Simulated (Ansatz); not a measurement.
The slice is one period of a {100} plane through atoms; its size isn't given.

All values below come from PBE (plane waves to 420 eV, PAW, scalar-relativistic; Ansatz, an electronic-structure program). Inside the PAW spheres the values are not all-electron values, and peaks at nuclei hang on which shells count as valence.

```
|99876544333222222222223334456789|
|98875543333222222222223333455788|
|77765443332222222222222333445677|
|66554433332222222222222333344556|
|55544333322222222222222233334455|
|44443333222222211122222223333444|
|44333332222211111111122222333334|
|33333322221111111111111222233333|
|33333222211111111111111122223333|
|33322222111111000001111112222233|
|32222222111100000000011112222222|
|22222221111000000000001111222222|
|22222221111000000000001111222222|
|22222221110000000000000111222222|
|22222211110000000000000111122222|
|22222211110000000000000111122222|
|22222211110000000000000111122222|
|22222221110000000000000111222222|
|22222221111000000000001111222222|
|22222221111000000000001111222222|
|32222222111100000000011112222222|
|33322222111111000001111112222233|
|33333222211111111111111122223333|
|33333322221111111111111222233333|
|44333332222211111111122222333334|
|44443333222222211122222223333444|
|55544333322222222222222233334455|
|66554433332222222222222333344556|
|77765443332222222222222333445677|
|98875543333222222222223333455788|
|99876544333222222222223334456789|
|99976544333322222222233334456799|
```
Scale: ten equal steps from -1.89 (start of '0') to 1.71 (end of '9'), in the order '0123456789'. Values: log₁₀ of the valence density in e/Å³. The map has 32 points along u (one character each, u = 0 at the left) and 32 along v (v = 0 in the bottom row). The scale is logarithmic, as a density can span decades between atoms and voids.

```
|xxxx2455689999988899999865542xxx|
|xxxx2455689999888889999865542xxx|
|xxx234556888888888888888655432xx|
|12234555678777777777778765554322|
|34445556677666666666667766555444|
|55555556665555444445555666555555|
|55555666554433333333344556665555|
|66666665443222222222223445666666|
|88887765432211111111122345677888|
|99988754321111000001111234578899|
|99987654221000000000001224567899|
|99987653211000000000001123567899|
|99987653211000000000001123567899|
|99887643210000000000000123467889|
|98887643210000000000000123467888|
|88887643210000000000000123467888|
|98887643210000000000000123467888|
|99887643210000000000000123467889|
|99987653211000000000001123567899|
|99987653211000000000001123567899|
|99987654221000000000001224567899|
|99988754321111000001111234578899|
|88887765432211111111122345677888|
|66666665443222222222223445666666|
|55555666554433333333344556665555|
|55555556665555444445555666555555|
|34445556677666666666667766555444|
|12234555678777777777778765554322|
|xxx234556888888888888888655432xx|
|xxxx2455689999888889999865542xxx|
|xxxx2455689999988899999865542xxx|
|xxxx1355689999998999999865531xxx|
```
Scale: ten equal steps from 0.01 (start of '0') to 0.52 (end of '9'), in the order '0123456789'. Values: electron localisation function (ELF). The map has 32 points along u (one character each, u = 0 at the left) and 32 along v (v = 0 in the bottom row). Points within 0.5 Å of a nucleus are blanked (x), as the pseudised field means little there.

### Question
Which relaxed crystal do these maps come from?
A) CdTe (zinc blende)
B) GaSb (zinc blende)
C) BAs (zinc blende)

### Answer
B, GaSb (zinc blende). Atoms on the slice: Ga at (0.00, 0.00)

All were relaxed with their symmetry unable to fall. At this level the bands of GaSb touch or barely overlap; measurements give the solid a gap. Spin-orbit coupling is left out. The PAW data are Ansatz's earlier set.
